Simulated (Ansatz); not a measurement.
AlP (zinc blende), relaxed with HSE06 (Ansatz, a quantum-chemistry and plane-wave program, plane waves, PAW): a = 5.475 Å, b = 5.475 Å, c = 5.475 Å, α = 90.00°, β = 90.00°, γ = 90.00°.

| Quantity | Value |
|---|---|
| gap (eV) | 2.28 |
| B₀ by P(V) fit (GPa) | 90.8 |

Task: The same phase is relaxed and computed with LDA in the same code. What are the cell and these values now?

Result: a = 5.434 Å, b = 5.434 Å, c = 5.434 Å, α = 90.00°, β = 90.00°, γ = 90.00°.

gap (eV): 1.42
B₀ by P(V) fit (GPa): 89.9

All cells were relaxed under the symmetry of their starts (and spin orders); stability against distortions was not tested throughout.

Potentials: the earlier of the program's two PAW sets.

Ansatz is a plane-wave DFT program.
